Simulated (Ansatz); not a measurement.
CdSe:
```xyz
8
Lattice="4.3819 0.0000 0.0000 -2.1909 3.7948 0.0000 0.0000 0.0000 14.3078" Properties=species:S:1:pos:R:3 pbc="T T T"
Cd     0.0000     0.0000     0.0046
Cd     0.0000     0.0000     7.1585
Cd     2.1909     1.2649    10.7334
Cd     0.0000     2.5299     3.5795
Se     0.0000     0.0000    11.6277
Se     0.0000     0.0000     4.4738
Se     2.1909     1.2649     8.0473
Se     0.0000     2.5299     0.8935
```

PBE in the plane-wave PAW code Ansatz gives a gap of 0.52 eV without spin–orbit coupling, maximum at Γ, minimum at Γ.

Problem. What happens when spin–orbit coupling is switched on?

Solution. The gap drops by 0.12 eV, to 0.40 eV; maximum at Γ, minimum at Γ.

Problem. Give the electron effective mass with spin–orbit coupling.

Solution. 0.050 mₑ (isotropic).

Problem. Give the hole effective mass with spin–orbit coupling.

Solution. 0.085, 0.085, 1.6 mₑ (principal values).

Space group P6_3mc. A made-up cell: these elements were put on the sites of a structure type. Its sites differ from those of the usual phase in this space group: another stacking or structure type. The cell was relaxed with PBE under the symmetry of its start; its stability against distortions is not shown here.

Potentials: the later of the program's two PAW sets.
